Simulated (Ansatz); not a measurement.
**From the elastic tensor of MgZn5S6 to moduli and sound speeds**

These are results of DFT PBE, scalar-relativistic, plane waves, PAW (Ansatz), not measurements. Plane waves to 420 eV; Γ-centred k mesh 6×6×4; fixed occupations. No spin polarisation.

Space group P31m (No. 157), trigonal, a = 6.719 Å, c = 6.342 Å. Mg is surrounded by 4 S at 2.45–2.47 Å; around Zn on a site of symmetry m lie 4 S at 2.36–2.37 Å; Zn on a site of symmetry 3 is surrounded by 4 S at 2.35–2.37 Å; S on a site of symmetry m is surrounded by 3 Zn at 2.35–2.36 Å and 1 Mg at 2.45 Å; S on a site of symmetry 3 has 4 Zn at 2.37 Å; S on a site of symmetry 3m is surrounded by 3 Zn at 2.37 Å and 1 Mg at 2.47 Å.

It was reached by relaxing an invented guess, and it needn't be the stable form of this composition.

Relaxed-ion constants (GPa, on the Cartesian axes of the calculation):
```
107.8  50.4  39.5   0.0   0.1   0.0
 50.4 107.8  39.5   0.0  -0.1   0.0
 39.5  39.5 124.1   0.0   0.0   0.0
  0.0   0.0   0.0  25.3   0.0  -0.1
  0.1  -0.1   0.0   0.0  25.3   0.0
  0.0   0.0   0.0  -0.1   0.0  28.7
```

Density 3.640 g/cm³; 12 atoms in 247.96 Å³.

- Bulk modulus, Voigt / Reuss / Hill: 66.5 / 66.5 / 66.5 GPa
- Shear modulus, Voigt / Reuss / Hill: 29.9 / 28.9 / 29.4 GPa
- Young's modulus: 77 GPa
- Poisson ratio: 0.307
- Pugh ratio B/G: 2.26 (over 1.75, the rule of thumb for ductile)
- Universal anisotropy index: 0.17
- Longitudinal and transverse sound speeds: 5388 and 2842 m/s
- Debye temperature from the mean sound speed: 345 K
